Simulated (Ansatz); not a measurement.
TaAl:
```
TaAl
1.0
    0.00000     2.62767     2.62767
    2.62767     0.00000     2.62767
    2.62767     2.62767     0.00000
Ta Al
1 1
Direct
  0.00000   0.00000   0.00000
  0.50000   0.50000   0.50000
```

Relaxed with r²SCAN.

Map the valence electron density (e/Å³), cut off at 2 on the plane through (0.000, 0.000, 0.000) spanned by u = [1, 0, 0] and v = [0, 1, -1] in lattice vectors, from DFT-r²SCAN in the program Ansatz with PAW potentials.

x is the fraction of u, y of v (the angle between them is 90°; rows are the nearest grid lines); atoms in the plane: Ta at (0.00, 0.00), Al at (0.50, 0.50).
```
|99998210000001289999|
|99997210000001279999|
|99995210000001259999|
|99973211000011237999|
|87532111100111123578|
|22221111100111112222|
|11111111000011111111|
|00011110000001111000|
|00001100000000110000|
|00000000000000000000|
|00000000000000000000|
|00001100000000110000|
|00011110000001111000|
|11111111000011111111|
|22221111100111112222|
|87532111100111123578|
|99973211000011237999|
|99995210000001259999|
|99997210000001279999|
|99998210000001289999|
```
Scale: ten equal steps from 0.057 (start of '0') to 2.00 (end of '9'), in the order '0123456789'; x runs from 0.000 to 1.00, y from 0.000 (bottom) to 1.00 (top).

The density is the valence pseudo-density with augmentation charge, so density and ELF within about 1 Å of a nucleus are not all-electron values.

Space group Fm-3m (rock salt). The start of the workflow was typed in or built on a structure type; neither database checked (COD, Materials Project) lists it. Its standing as an ambient phase is unchecked. The r²SCAN relaxation kept the symmetry of its start. At this level the phase is mechanically unstable. The run is not spin-polarised. Its formation energy is positive at this level, so the cell may be metastable or incomplete. Spin–orbit coupling is left out wherever it is not named.

Potentials: the earlier of the program's two PAW sets.
